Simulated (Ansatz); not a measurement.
InP:
```yaml
crystal:
  lattice:
    - [4.13822, 0.00000, 0.00000]
    - [-2.06911, 3.58380, 0.00000]
    - [0.00000, 0.00000, 9.35104]
  atoms:
    - { symbol: In, position: [0.00000, 0.50000, 0.33333] }
    - { symbol: In, position: [0.50000, 0.50000, 0.66667] }
    - { symbol: In, position: [0.50000, 0.00000, 0.00000] }
    - { symbol: P, position: [0.00000, 0.50000, 0.83333] }
    - { symbol: P, position: [0.50000, 0.50000, 0.16667] }
    - { symbol: P, position: [0.50000, 0.00000, 0.50000] }
```

Relaxed with r²SCAN. Special points in fractions of this cell's reciprocal vectors: Γ (0.000, 0.000, 0.000); M (0.500, 0.000, 0.000); K (0.333, 0.333, 0.000); A (0.000, 0.000, 0.500); L (0.500, 0.000, 0.500); H (0.333, 0.333, 0.500).

Question: List the band energies nearest the valence-band maximum at these points for plane-wave PAW r²SCAN (Ansatz code).

Answer: In eV from the valence-band maximum; about four levels below and three above (degenerate sets whole), none deeper than 8.9 eV; points with the same levels are listed once.

```csv
k,below,above
Γ,-0.51 -0.51 -0.33 0.00,0.42 2.46 2.46
M,-2.06 -1.68 -1.44 -1.28,1.30 1.56 2.35
K,-3.03 -3.03 -2.10 -1.44 -1.44,0.92 2.68 2.68
A,-0.50 -0.43 -0.43 -0.11,2.08 2.08 2.36
L,-1.88 -1.85 -1.69 -1.44,1.40 2.09 2.84
H,-3.24 -3.24 -1.82 -1.08,2.69 2.87 2.87
```

Space group P6_422. The start of the workflow was typed in or built on a structure type; neither database checked (COD, Materials Project) lists it. It is not the phase usual at ambient conditions (space group No. 216). Symmetry was held in the r²SCAN relaxation; its stability against distortions is not shown here. Spin–orbit coupling is left out wherever it is not named.

Potentials: the later of the program's two PAW sets.
